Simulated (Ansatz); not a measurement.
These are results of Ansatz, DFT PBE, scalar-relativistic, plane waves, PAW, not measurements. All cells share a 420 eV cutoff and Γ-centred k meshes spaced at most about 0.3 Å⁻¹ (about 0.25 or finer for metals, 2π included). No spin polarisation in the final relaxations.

These are static total energies at zero pressure.

Two relaxed structures of Ti₃Si₄Ni:

A.

```
Ti Si Ni
1.0
     4.79910    0.00000    0.00000
     0.01657    4.85954    0.00000
     1.09464    0.58905    4.82764
Ti Si Ni
3 4 1
Direct
  0.36195 0.17577 0.35526
  0.78717 0.25958 0.69235
  0.69502 0.65420 0.06963
  0.61966 0.76279 0.57362
  0.88510 0.13201 0.19110
  0.15643 0.67001 0.35475
  0.25235 0.42131 0.86612
  0.24234 0.92433 0.89717
```

B.

```
Ti Si Ni
1.0
     3.47397    2.00570    2.73751
    -3.47397    2.00570    2.73751
     0.00000   -4.01140    2.73751
Ti Si Ni
3 4 1
Direct
  0.15185 0.63200 0.34260
  0.34260 0.15185 0.63200
  0.63200 0.34260 0.15185
  0.83463 0.37051 0.67022
  0.13857 0.13857 0.13857
  0.67022 0.83463 0.37051
  0.37051 0.67022 0.83463
  0.85962 0.85962 0.85962
```

Question: Which form is favoured at zero pressure, and by what margin per atom?

Answer: A is lower, by 64 meV/atom. A has space group P1 (No. 1), 14.1 Å³/atom and no gap on its mesh; B has space group R3 (No. 146), 14.3 Å³/atom and no gap. Counting Si atoms around Ni and Ti (those within 1.25 times the shortest such distance or 1.15 times the sum of covalent radii, 1.27 where that leaves under three; a plus sign parts nearer from farther groups; a slash parts the counts of unlike sites), A has Ti 7/8, Ni 5 and B has Ti 7, Ni 1+6. A holds Si–Si chains (shortest 2.43 Å); in B the shortest Si–Si distance is 2.83 Å, near bonding range too. In A, Ti on its first site has 7 Si at 2.48–2.88 Å, 2 Ni at 2.77–2.88 Å and 3 Ti at 2.87–2.97 Å; around Si on its first site lie 1 Ni at 2.35 Å, 4 Si at 2.51–2.74 Å and 5 Ti at 2.57–2.72 Å; Ni is surrounded by 5 Si at 2.31–2.47 Å and 6 Ti at 2.77–3.00 Å; 5 more sites not described. In B, Ti is surrounded by 7 Si at 2.56–2.72 Å, 4 Ti at 2.91–2.98 Å and 2 Ni at 2.96–3.11 Å; Si on a site of symmetry 1 has 2 Ni at 2.53–2.67 Å, 5 Ti at 2.56–2.72 Å and 6 Si at 2.83–3.20 Å; Ni has 1 Si at 2.29 Å, 3 Si at 2.53 Å, 3 Si at 2.67 Å and 6 Ti at 2.96–3.11 Å; 1 more site not described. Both come from invented guesses.

Trial moments died out on the coarse mesh in P1 and R3; another magnetic start might hold. Cells relaxed within their symmetry can be saddle points. The P1 cell of Ti3Si4Ni came from shaking the R3 one.
